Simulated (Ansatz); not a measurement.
# Data sheet: BePd (DFT)

BePd (CsCl type, space group No. 221), a = b = c = 2.7974 Å, α = β = γ = 90.00°.

Space group Pm-3m (No. 221), CsCl type; conventional cell a = b = c = 2.797 Å, α = β = γ = 90.00°.

Method: PBEsol in the plane-wave PAW code Ansatz. The cell and atoms are relaxed at this level. Other levels are named where they apply.

### Cell and energy

| Property | Result |
|---|---|
| Volume per atom | 10.95 Å³ |
| Density | 8.76 g/cm³ |
| Formation energy from the elements (no fitted shifts) | -0.62 eV/atom |

### Electronic structure

| Property | Value |
|---|---|
| Electronic character | metallic (no gap) |
| Density of states at the Fermi level | 0.50 states/eV per atom (mean over ±0.08 eV) |
| Gap with spin–orbit coupling | none (metallic) |

### Mechanics

| Item | Value |
|---|---|
| Bulk modulus (Birch–Murnaghan fit) | 191 GPa |
| Pressure derivative B′ | 4.6 |
| Elastic constants (relaxed ions, GPa) | C11 = 220, C12 = 177, C44 = 88.9 |
| Mechanical stability | stable (all eigenvalues of C positive) |
| Hill bulk and shear moduli | 192 and 50.3 GPa |
| Young's modulus | 139 GPa |
| Poisson's ratio | 0.38 |
| Debye temperature from the elastic constants | 363 K |

### Phonons

| Item | Result |
|---|---|
| Highest zone-centre frequency | 381 cm⁻¹ |
| Zone-centre stability | no imaginary mode at Γ |

The workflow started from an entry of the Crystallography Open Database (COD). Whether it is the stable phase at ambient conditions was not checked. The cell was relaxed with PBEsol under the symmetry of its start. No spin polarisation was allowed. As this level gives no gap, shear constants depend on the k-mesh and smearing (Fermi–Dirac, 0.1 eV here). As this level gives no gap, phonon frequencies hold no LO–TO term and depend on the k-mesh and smearing (Fermi–Dirac, 0.1 eV here). The references are the lowest solids computed at this level, not always the standard phases. Scalar-relativistic: spin–orbit coupling is off unless named, which matters more the heavier the elements.

Potentials: the later of the program's two PAW sets.
